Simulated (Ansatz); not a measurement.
The end point of a relaxation of Mg$_{2}$Si. All values below come from PBEsol (plane waves to 420 eV, PAW, scalar-relativistic; Ansatz, a quantum-chemistry and plane-wave program).

```
CELL_PARAMETERS angstrom
      0.00000     3.16241     3.16241
      3.16241     0.00000     3.16241
      3.16241     3.16241     0.00000
ATOMIC_POSITIONS crystal
  Si 0.00000 0.00000 0.00000
  Mg 0.25000 0.25000 0.25000
  Mg 0.75000 0.75000 0.75000
```

Question: Determine the symmetry and give the standard cell with its independent sites.

Answer: Space group Fm-3m (No. 225); a = b = c = 6.3248 Å, α = β = γ = 90.00°

```
atom  site  symmetry       x       y       z
----  ----  --------  ------  ------  ------
Si      4a      m-3m  0.0000  0.0000  0.0000
Mg      8c      -43m  0.2500  0.2500  0.2500
```

This is the AFLOW prototype AB2_cF12_225_a_c (C1, as in CaF2).

Question: Give the shortest distances between elements (the closest pairs, up to four, under 3.6 Å).

Answer: Mg–Si 2.74 Å; Mg–Mg 3.16 Å.

```yaml
volume_per_atom: 21.08 Å³
band_gap: 0.12 eV, indirect (valence top at Γ, conduction bottom at X) (no spin-orbit coupling)
smallest_direct_gap: 1.88 eV at Γ
```

No spin polarisation in the result.

The run could not lose the symmetry of its start; a randomly shaken copy of 6 atoms returns to this structure.

The first start was generated by placing the elements on the sites of a structure type. A measured structure of Mg2Si has the same space group, Fm-3m (No. 225); the sites were not compared with it.
